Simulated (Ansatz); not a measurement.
CsPbCl3:
```xyz
5
Lattice="5.6714 0.0000 0.0000 0.0000 5.6714 0.0000 0.0000 0.0000 5.6714" Properties=species:S:1:pos:R:3 pbc="T T T"
Cs     0.0000     0.0000     0.0000
Pb     2.8357     2.8357     2.8357
Cl     0.0000     2.8357     2.8357
Cl     2.8357     2.8357     0.0000
Cl     2.8357     0.0000     2.8357
```

Relaxed with r²SCAN. Special points in fractions of this cell's reciprocal vectors: Γ (0.000, 0.000, 0.000); X (0.000, 0.500, 0.000); M (0.500, 0.500, 0.000); R (0.500, 0.500, 0.500).

Q: List the band energies nearest the valence-band maximum at these points for the program Ansatz at the r²SCAN with spin–orbit coupling level (PAW).

A: In eV from the valence-band maximum; about four levels below and three above (degenerate sets whole), none deeper than 8.9 eV; points with the same levels are listed once.

```json
[
 {"k": "Γ", "below": "-2.46 -2.46 -2.46 -2.46", "above": "3.96 3.96 4.84 4.84 4.84 4.84"},
 {"k": "X", "below": "-2.57 -2.57 -1.67 -1.67", "above": "3.03 3.03 5.16 5.16"},
 {"k": "M", "below": "-2.20 -2.20 -0.80 -0.80", "above": "2.07 2.07 3.49 3.49"},
 {"k": "R", "below": "-2.17 -2.17 -2.17 -2.17 0.00 0.00", "above": "1.17 1.17 2.88 2.88 2.88 2.88"}
]
```

Space group Pm-3m (cubic perovskite). This is a known high-temperature phase of the composition, computed here at zero pressure and temperature. Symmetry was held in the r²SCAN relaxation; whether a distortion lowers the energy is not shown.

Potentials: the later of the program's two PAW sets.
